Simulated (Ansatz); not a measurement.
CdS (zinc blende)

```yaml
crystal:
  lattice:
    - [0.00000, 2.93953, 2.93953]
    - [2.93953, 0.00000, 2.93953]
    - [2.93953, 2.93953, 0.00000]
  atoms:
    - { symbol: S, position: [0.75000, 0.75000, 0.75000] }
    - { symbol: Cd, position: [0.00000, 0.00000, 0.00000] }
```

The slice is a {100} plane (indices of the conventional cell) through the point (0.000, 0.000, 0.000) (fractional), spanned by u = [100] and v = [0 1 -1] in vectors of this cell: u (4.16 Å) and v (4.16 Å, at 90° to u). It covers one period; positions are fractions (u, v).

Level of theory: r2SCAN (plane waves to 500 eV, PAW, scalar-relativistic; Ansatz, a first-principles code). k mesh 10×10×10. Inside the PAW spheres the values are not all-electron values, and peaks at nuclei hang on which shells count as valence. CdS was relaxed with its symmetry unable to fall. The PAW data are Ansatz's earlier set.

Predict the map of the electrostatic potential energy of an electron, from the cell's mean on the slice.


```tsv
v \ u	0.00	0.09	0.19	0.28	0.38	0.47	0.56	0.66	0.75	0.84	0.94
0.88	x	x	x	1.3	4.8	5.6	5.5	4.0	-1.3	x	x
0.75	<-2.0	<-2.0	1.6	4.5	5.9	6.3	6.2	5.5	3.7	0.3	<-2.0
0.62	4.1	4.5	5.3	6.1	6.5	6.7	6.7	6.4	5.9	5.1	4.3
0.50	5.3	5.5	6.0	6.5	6.7	6.8	6.8	6.6	6.3	5.9	5.4
0.38	4.1	4.5	5.3	6.1	6.5	6.7	6.7	6.4	5.9	5.1	4.3
0.25	<-2.0	<-2.0	1.6	4.5	5.9	6.3	6.2	5.5	3.7	0.3	<-2.0
0.12	x	x	x	1.3	4.8	5.6	5.5	4.0	-1.3	x	x
0.00	x	x	x	-1.1	4.1	5.2	5.1	3.2	<-2.0	x	x
```

Values: electrostatic potential energy of an electron, from the cell's mean, in eV. Points within 1 Å of a nucleus are blanked (x), as the pseudised field means little there. Values under -2 eV are set to -2. The zero, the cell's mean, hangs on the PAW cores.
